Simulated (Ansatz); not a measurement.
## Ca (Im-3m), stationary points along a deformation path

Method: DFT LDA, scalar-relativistic, plane waves, PAW in Ansatz. Cutoff 420 eV, Γ-centred 16×16×16 k-points, Gaussian smearing of 0.15 eV. No spin polarisation. Energies are free energies at this smearing, counted from the undisturbed cell; pressure is positive in compression.

Reference structure (as given, not relaxed at this level; it stands at -2.5 GPa; this bcc form isn't the usual structure):

```xyz
1
Lattice="-2.2400 2.2400 2.2400 2.2400 -2.2400 2.2400 2.2400 2.2400 -2.2400" Properties=species:S:1:pos:R:3 pbc="T T T"
Ca    0.0000    0.0000    0.0000
```

At fixed volume and fractional coordinates, lengths along (0.000, 0.000, 1.000) are scaled against those across it; ρ is that ratio over its starting value. V = 44.958 Å³/atom. Δσ is the stress along the axis less the mean stress across it (compression positive).

```
    ρ  ΔE (meV/atom)  Δσ (GPa) space group
0.707          111.5      5.73       I4/mmm
0.780           35.5      2.77       I4/mmm
0.850            6.9      0.95       I4/mmm
1.000            0.0      0.00        Im-3m
1.200           -6.8      0.35       I4/mmm
1.414          -15.4      0.00        Fm-3m
```

Question: How does the stress give the slope of the energy, and where is the energy stationary?

Answer: Along the path d ln(length) is 2/3 d ln ρ on the axis and −1/3 d ln ρ across it, so dE/d ln ρ = −(2/3) V Δσ: the energy falls with ρ where Δσ is positive. Δσ vanishes or changes sign at ρ = 1.000 (Im-3m), a stationary point at 0.0 meV/atom; at ρ = 1.414 (Fm-3m, an end of the scan), at -15.4 meV/atom. Pairs of stationary points between two samples would go unseen, and could change a minimum read from distant neighbours into a maximum. At ρ = 1.000, 1.414 the cell is cubic, where symmetry alone makes the stress isotropic and the slope zero.

Question: Is the start the lowest point of the path?

Answer: No: ρ = 1.414 lies 15.4 meV/atom lower, with no sampled rise above the start on the way. Volume and inner coordinates are held, so a relaxed structure there would lie lower still.

In a metal these slopes depend on the k mesh and the smearing.